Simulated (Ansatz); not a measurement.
The slice is one period of a {110} plane through atoms; its size isn't given.

All values below come from PBEsol (plane waves to 420 eV, PAW, scalar-relativistic; Ansatz, a quantum-chemistry and plane-wave program). These are valence fields of a PAW run, semicore shells included where kept as valence: close to a nucleus they are smooth pseudo fields.

```
|99886543210000123456889|
|98876542110000112456788|
|88765432110000112345678|
|76654322100000012234566|
|55543321100000011233455|
|44332211100000011122334|
|33222111100110011112223|
|22111111111111111111112|
|11111111222332221111111|
|00001112334444332111000|
|00001123455555543211000|
|00001234556666554321000|
|00011345666666665431100|
|00012345666666665432100|
|00012356666666666532100|
|00012456666666666542100|
|00012356666666666532100|
|00012345666666665432100|
|00011345666666665431100|
|00001234556666554321000|
|00001123455555543211000|
|00001112334444332111000|
|11111111222332221111111|
|22111111111111111111112|
|33222111100110011112223|
|44332211100000011122334|
|55543321100000011233455|
|76654322100000012234566|
|88765432110000112345678|
|98876542110000112456788|
|99886543210000123456889|
|99987543210000123457899|
```
Scale: ten equal steps from -1.13 (start of '0') to 0.96 (end of '9'), in the order '0123456789'. Values: log₁₀ of the valence density in e/Å³. The map has 23 points along u (one character each, u = 0 at the left) and 32 along v (v = 0 in the bottom row). The scale is logarithmic, as a density can span decades between atoms and voids.

```
|xxx :--:--------:--: xx|
|xxx.---:--------:---.xx|
|  .------------------. |
|::-------::::::-------:|
|--------::....::-------|
|------::.      .::-----|
|-----:.          .:----|
|---::.     ..     .::--|
|--:..   .:-==-:.   ..:-|
|::.    :=*#%%#*=:    .:|
|:.    :+%@@@@@@%+:    .|
|.    :+%@@@@@@@@%+:    |
|    .=%@@@%##%@@@%=.   |
|    :*@@@#xxxx#@@@*:   |
|    -#@@@xxxxxx@@@#-   |
|    -#@@%xxxxxx%@@#-   |
|    -#@@@xxxxxx@@@#-   |
|    :*@@@#xxxx#@@@*:   |
|    .=%@@@%##%@@@%=.   |
|.    :+%@@@@@@@@%+:    |
|:.    :+%@@@@@@%+:    .|
|::.    :=*#%%#*=:    .:|
|--:..   .:-==-:.   ..:-|
|---::.     ..     .::--|
|-----:.          .:----|
|------::.      .::-----|
|--------::....::-------|
|::-------::::::-------:|
|  .------------------. |
|xxx.---:--------:---.xx|
|xxx :--:--------:--: xx|
|xxx :--:--------:--: xx|
```
Scale: ten equal steps from 0.10 (start of ' ') to 0.85 (end of '@'), in the order ' .:-=+*#%@'. Values: electron localisation function (ELF). The map has 23 points along u (one character each, u = 0 at the left) and 32 along v (v = 0 in the bottom row). Points within 0.5 Å of a nucleus are blanked (x), as the pseudised field means little there.

Task: Which relaxed crystal do these maps come from?
A) LaTl (CsCl type)
B) TlHg (CsCl type)
C) ZnCu (CsCl type)
D) FeCo (CsCl type)

Result: A, LaTl (CsCl type). Atoms on the slice: La at (0.50, 0.50); Tl at (0.00, 0.00)

All were relaxed with their symmetry unable to fall. LaTl is run without spin polarisation. Relaxed FeCo ends ferromagnetic. Spin-orbit coupling is left out. ZnCu is run without spin polarisation. Other magnetic orders were not checked, so this need not be the ground state. (This holds for the magnetic or f-shell members.)
